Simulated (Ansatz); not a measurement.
Candidates compared on computed values. A storage capacitor needs a fixed capacitance, and at a given film thickness the permittivity sets the area; how thin a film may be depends on its barriers, which grow with the gap.

sapphire serves as the reference. Film 6 nm, capacitance 10 fF, 0.6 V across it, a pillar 20 nm in diameter (0.0628 μm around).

Where the numbers come from (Ansatz, a plane-wave PAW program): ε₀: LDA, linear response, mean over directions (which differ by under 30 %); gap: HSE06, on its own or a semilocal cell; the largest Born charge: LDA, a third of the trace, mean by element. Cells of the HSE06 gaps: its own cell for KZnF3, sapphire, ZnS; the r²SCAN cell for Mg2ZnO3 (P-3m1, hP6).

Runs started from generated or typed cells of the structure named: sapphire (for some of its values); ZnS. No claim is made that these are known or stable phases: Mg2ZnO3 (P-3m1, hP6). Spin–orbit coupling is left out unless named.

Working rules: C/A = 8.854 ε₀/t; height = C/(C/A)/perimeter; equivalent oxide thickness = 3.9 t/ε₀; charge = (C/A) × V, with 1 fF·V/μm² = 0.1 μC/cm².

| crystal | ε₀ (static) | E_g (eV) | largest Born charge (e) | capacitance (fF/μm²) | pillar height (μm) | EOT (nm) | charge (μC/cm²) |
|---|---|---|---|---|---|---|---|
| KZnF3 (cubic perovskite) | 9.36 | 6.28 | 2.3 | 13.81 | 12 | 2.50 | 0.83 |
| sapphire (α-Al2O3), reference | 10.0 | 8.16 | 3.0 | 14.76 | 11 | 2.34 | 0.89 |
| ZnS (wurtzite) | 8.66 | 3.35 | 1.9 | 12.78 | 12 | 2.70 | 0.77 |
| Mg2ZnO3 (P-3m1, hP6) | 13.6 | 4.97 | 2.2 | 20.07 | 11 | 1.72 | 1.2 |

Task: One entry in the column «pillar height (μm)» was worked out wrongly. Which, and what should it be?

Result: The row of Mg2ZnO3 (P-3m1, hP6) shows 11. From its own inputs, pillar height: 10/20.07/0.0628 = 7.9 μm. The other rows agree with the rules.

With the correction: By pillar height (lowest first): Mg2ZnO3 (P-3m1, hP6) (7.9 ± 1.1), sapphire (11 ± 1.5) ≈ KZnF3 (12 ± 1.6) ≈ ZnS (12 ± 1.7). The ± follows from allowances picked for this note (ε₀ 12 %, 6 % for the model), carried to first order and added in quadrature; ≈ joins neighbours closer than their two ± added in quadrature. 1 of the 3 others clearly beat the reference on this figure.

ε₀ near a polar instability depends steeply on volume, functional and temperature; interfacial dead layers lower it in films, and curvature is ignored. HSE06 gaps come from coarse meshes and special points. Where several phases of a formula are at hand, those over 0.1 eV/atom above the lowest were not drawn (by r²SCAN where it compared them, else by the largest value; a layered or molecular lowest phase counts only with a dispersion term); other phases could lie lower still. Crystals of Pb, Bi, Tl or Hg, those whose gap spin–orbit coupling moves by over 0.3 eV, and those of Te, I or Sb with no such test at hand were not drawn. Each row is the phase named, which need not be the stable one under ambient conditions. Rows were sampled with a lean to familiar crystals, related or not, whatever their agreement with measurement; tables with many equal figures were not kept. Limits of the draw: gap over 2.8 eV, ε₀ of 8 to 250, no mode under 5 cm⁻¹; for ε, a gap over 0.5 eV at its level, values under 300, no layered crystals; no unfamiliar magnets, and cubic perovskites only if shown or known to be stable. As a rule kept out of such tables: 4f compounds, open-shell compounds run without a Hubbard term, cells found unstable in the tests at hand, cells close to a higher symmetry, and runs set to a pressure or over 12 % in volume from the crystal's fullest run.
